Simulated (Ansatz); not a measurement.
Consider the following.

MgO (rock salt)

```
CELL_PARAMETERS angstrom
      0.00000     2.12687     2.12687
      2.12687     0.00000     2.12687
      2.12687     2.12687     0.00000
ATOMIC_POSITIONS crystal
  O  0.00000 0.00000 0.00000
  Mg 0.50000 0.50000 0.50000
```

In each cell atom 1 (O, nearest neighbour Mg at 2.127 Å; its periodic images, 3.0 Å or more away, move with it) moves by s·(1.000, 0.000, 0.000) (along Cartesian x), the rest being held.

All values below come from PBE (plane waves to 420 eV, PAW, scalar-relativistic; Ansatz, a first-principles code). k mesh 11×11×11 (Γ-centred), Fermi-Dirac smearing 0.05 eV. The energy includes the smearing's −TS. MgO was relaxed with its symmetry unable to fall. The zero of ΔE is the undisplaced structure.

The scan covers s from -0.430 to 0.430 Å in 11 points.

Is this a single well or a double well?

A single well with its minimum at or next to zero displacement.

Is the energy the same for equal positive and negative displacements?

Even: the same for both signs. With its periodic images moving along, the atom's site symmetry in this cell is m-3m.

What is the energy change at s = 0.430 Å?

775 meV/cell.

What force acts on the atom along the line at s = -0.430 Å?

5.35 eV/Å.

What is the force constant k = d²E/ds² of this move at s = 0?

4.71 eV/Å².

(A displaced cell: forces are minus the slopes of the energy, force constants its curvatures, and phonons follow from these.)
